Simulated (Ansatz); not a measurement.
Total density of states per atom from PBEsol in the plane-wave PAW code Ansatz, in 0.25 eV bins, energy from the Fermi level:

(E (eV), states/eV/atom): (-7.85, 0.00); (-7.60, 0.03); (-7.35, 0.04); (-7.10, 0.06); (-6.85, 0.08); (-6.60, 0.09); (-6.35, 0.11); (-6.10, 0.13); (-5.85, 0.15); (-5.60, 0.25); (-5.35, 0.42); (-5.10, 0.57); (-4.85, 0.73); (-4.60, 0.98); (-4.35, 1.60); (-4.10, 1.79); (-3.85, 1.64); (-3.60, 1.14); (-3.35, 1.22); (-3.10, 1.64); (-2.85, 1.30); (-2.60, 1.40); (-2.35, 1.66); (-2.10, 1.33); (-1.85, 0.88); (-1.60, 1.12); (-1.35, 1.38); (-1.10, 1.51); (-0.85, 0.79); (-0.60, 0.76); (-0.35, 0.61); (-0.10, 0.65); (0.15, 0.60); (0.40, 0.61); (0.65, 0.61); (0.90, 0.60); (1.15, 0.56); (1.40, 0.85); (1.65, 1.34); (1.90, 1.56); (2.15, 1.25); (2.40, 1.29); (2.65, 1.82); (2.90, 1.30); (3.15, 1.12); (3.40, 1.16); (3.65, 1.15); (3.90, 0.90); (4.15, 0.43); (4.40, 0.43); (4.65, 0.52)

### Question
Which compound is it?
A) TaW, rock salt
B) TaTe, CsCl type
C) Ru3W, Cu3Au type
D) TaRu, rock salt

### Answer
D, TaRu, rock salt. Within 0.5 eV of the Fermi level: Ta 5d 48 %, Ru 4d 34 %, Ta 6s 6 %, outside the projected shells 5 %. Projections are on Löwdin-orthogonalised atomic valence shells; empty p or d shells of many metals are not among them.

Space group Fm-3m (rock salt). The start of the workflow was typed in or built on a structure type; neither database checked (COD, Materials Project) lists it. COD files the formula under space group No. 123, 221. Its standing as an ambient phase is unchecked. The PBEsol relaxation kept the symmetry of its start. At this level the phase is mechanically unstable. No spin polarisation was allowed. Its formation energy is positive at this level, so the cell may be metastable or incomplete. Scalar-relativistic: spin–orbit coupling is off unless named, which matters more the heavier the elements.

Potentials: the earlier of the program's two PAW sets. The files were generated under PBE; for other functionals the program regenerates the frozen cores, and for LDA and PBEsol the local potential too.
